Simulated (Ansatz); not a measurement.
**Eigenvalues along a path: YRh**

```
Y Rh
1.0
     2.71275    0.00000    0.00000
     0.00000    2.71275    0.00000
     0.00000    0.00000    2.71275
Y Rh
1 1
Cartesian
  1.3564 1.3564 1.3564
  0.0000 0.0000 0.0000
```

The base volume is that of a database entry, with shape and atoms relaxed on PAW files at held volume, so it needn't be at zero pressure; the structure needn't be the stable phase, at rest or compressed.

Computed with Ansatz 0.2.0; functional r²SCAN, scalar-relativistic. Settings: a Γ-centred 11×11×11 k mesh, Fermi–Dirac smearing of 0.05 eV, no spin polarisation. Methods: PAW: frozen-core files, cutoff 500 eV.

This run: volume at 0.5 of the series' base cell.

The PAW files were made under PBE.

Path points, in fractions of the reciprocal vectors: Γ (0.000, 0.000, 0.000), X (0.000, 0.500, 0.000), M (0.500, 0.500, 0.000), R (0.500, 0.500, 0.500). The distance column jumps between branches of the path. Levels in eV from the Fermi level; bands 6 to 16, counted from the lowest band of the run. The gap is zero, the pressure 332.1 GPa.

```
# k(1/Å) point b6 b7 b8 b9 b10 b11 b12 b13 b14 b15 b16
0.000 Γ -22.45 -22.45 -22.45 -10.92 -10.92 -6.26 -4.76 -4.76 -4.76 2.73 2.73
0.193 - -22.79 -22.47 -22.47 -10.82 -10.56 -5.92 -4.74 -4.74 -4.70 2.29 2.92
0.386 - -23.63 -22.51 -22.51 -10.51 -9.57 -5.04 -4.68 -4.68 -4.55 1.17 3.51
0.579 - -24.64 -22.56 -22.56 -10.03 -8.18 -4.54 -4.54 -4.32 -3.94 -0.25 4.39
0.772 - -25.55 -22.62 -22.62 -9.43 -6.59 -4.31 -4.31 -4.08 -3.00 -1.64 3.54
0.965 - -26.17 -22.66 -22.66 -8.88 -5.11 -4.07 -4.07 -3.89 -2.72 -2.49 2.42
1.158 X -26.39 -22.68 -22.68 -8.63 -4.42 -3.96 -3.96 -3.82 -3.14 -2.39 2.02
1.351 - -26.31 -22.87 -22.63 -8.56 -4.77 -4.50 -4.25 -4.25 -2.57 -1.55 1.38
1.544 - -26.08 -23.37 -22.51 -8.52 -5.87 -5.17 -4.99 -4.56 -1.22 -0.07 0.63
1.737 - -25.76 -23.99 -22.33 -8.82 -6.82 -6.11 -5.89 -4.13 0.26 0.55 1.74
1.930 - -25.42 -24.55 -22.14 -9.40 -7.55 -6.86 -6.72 -3.16 0.21 2.21 3.94
2.123 - -25.17 -24.94 -21.99 -9.92 -8.00 -7.33 -7.29 -2.15 0.42 3.60 5.77
2.316 M -25.08 -25.08 -21.94 -10.12 -8.15 -7.49 -7.49 -1.74 0.64 4.28 6.20
2.589 - -25.11 -24.95 -22.04 -9.74 -7.86 -7.33 -6.93 -2.51 0.09 3.30 6.20
2.862 - -25.04 -24.58 -22.26 -9.01 -7.21 -6.90 -5.50 -4.35 -0.80 2.28 4.55
3.135 - -24.62 -24.01 -22.44 -8.92 -6.59 -6.55 -6.25 -4.01 -1.14 1.65 2.97
3.408 - -23.79 -23.33 -22.50 -9.75 -8.73 -5.81 -5.54 -3.77 -2.96 1.50 3.12
3.681 - -22.88 -22.71 -22.48 -10.59 -10.32 -5.73 -4.98 -4.60 -4.41 2.23 2.80
3.954 Γ -22.45 -22.45 -22.45 -10.92 -10.92 -6.26 -4.76 -4.76 -4.76 2.73 2.73
4.288 - -22.93 -22.73 -22.73 -10.23 -10.23 -5.53 -4.96 -4.96 -3.94 2.45 2.45
4.623 - -23.70 -23.39 -23.39 -8.57 -8.57 -5.38 -5.38 -4.92 -2.50 2.50 2.50
4.957 - -24.19 -24.19 -24.11 -7.15 -7.15 -6.23 -5.07 -5.07 -2.36 3.70 3.70
5.291 - -24.96 -24.96 -24.54 -7.40 -6.36 -6.36 -3.90 -3.90 -1.53 2.23 2.23
5.625 - -25.52 -25.52 -25.30 -6.17 -5.12 -5.12 -3.17 -3.17 -1.58 -0.15 -0.15
5.960 R -25.72 -25.72 -25.72 -3.60 -3.60 -3.60 -3.45 -3.45 -3.45 -1.57 -1.57
6.233 - -25.65 -25.56 -25.39 -5.55 -5.32 -4.51 -3.69 -2.52 -1.63 -0.86 -0.43
6.506 - -25.52 -25.09 -24.56 -7.12 -6.67 -5.95 -3.92 -2.78 -0.07 0.33 1.09
6.779 - -25.57 -24.38 -23.63 -7.58 -7.22 -7.13 -4.20 -3.29 0.58 1.05 2.08
7.052 - -25.87 -23.59 -22.99 -7.97 -6.74 -6.71 -4.38 -3.78 0.04 0.24 1.43
7.325 - -26.23 -22.94 -22.73 -8.46 -5.28 -5.09 -4.29 -4.09 -2.03 -1.22 1.71
7.598 X -26.39 -22.68 -22.68 -8.63 -4.42 -3.96 -3.96 -3.82 -3.14 -2.39 2.02
9.235 R -25.72 -25.72 -25.72 -3.60 -3.60 -3.60 -3.45 -3.45 -3.45 -1.57 -1.57
9.428 - -25.68 -25.68 -25.51 -4.75 -4.75 -4.51 -3.81 -2.07 -2.07 -1.58 -0.83
9.621 - -25.56 -25.56 -24.92 -6.20 -5.76 -5.76 -4.46 -1.61 -0.43 -0.43 -0.02
9.814 - -25.40 -25.40 -24.05 -7.79 -6.52 -6.52 -5.49 -1.66 0.42 1.38 1.38
10.007 - -25.24 -25.24 -23.07 -9.04 -7.06 -7.06 -6.71 -1.70 0.59 3.30 3.30
10.200 - -25.12 -25.12 -22.26 -9.84 -7.74 -7.38 -7.38 -1.73 0.63 4.52 5.16
10.393 M -25.08 -25.08 -21.94 -10.12 -8.15 -7.49 -7.49 -1.74 0.64 4.28 6.20
```
